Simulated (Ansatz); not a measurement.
CuCl in space group P3_121 (No. 152; Cu on 3a, Cl on 3b), the program Ansatz at the PBEsol level (PAW). The conduction-band minimum lies at Γ, with 1 equivalent valley. Second derivatives d²E/dk² of the lowest band at one valley (eV·Å²), along Cartesian directions:

| direction | d²E/dk² |
|---|---|
| [100] | 8.621 |
| [010] | 8.621 |
| [001] | 14.27 |
| [110] | 8.621 |
| [101] | 11.44 |
| [011] | 11.44 |

Problem. Find the principal effective masses, the density-of-states mass and the conductivity mass.

Solution. Off-diagonal terms follow from H_xy = H[110] − (H_xx + H_yy)/2, and m*/mₑ = 7.620 eV·Å² over each eigenvalue: 0.53, 0.88, 0.88. One valley's DOS mass (m₁m₂m₃)^(1/3) = 0.75, conductivity mass 3/(Σ 1/mᵢ) = 0.73 mₑ.

Problem. What effective density of states Nc follows at 300 K for parabolic valleys?

Solution. Nc = 2.509e19 × 1 × (0.75)^(3/2) ≈ 1.6e19 cm⁻³.

The start of the workflow was typed in or built on a structure type; neither database checked (COD, Materials Project) lists it. It is not the phase usual at ambient conditions (space group No. 216). The cell was relaxed with PBEsol under the symmetry of its start; of distortions, only those at the zone centre were tested, and some modes there are weakly imaginary. The workflow began spin-polarised and lost its moments.

Potentials: the later of the program's two PAW sets.

Edges and masses are those of Kohn–Sham bands, whose gap is no quasiparticle gap.
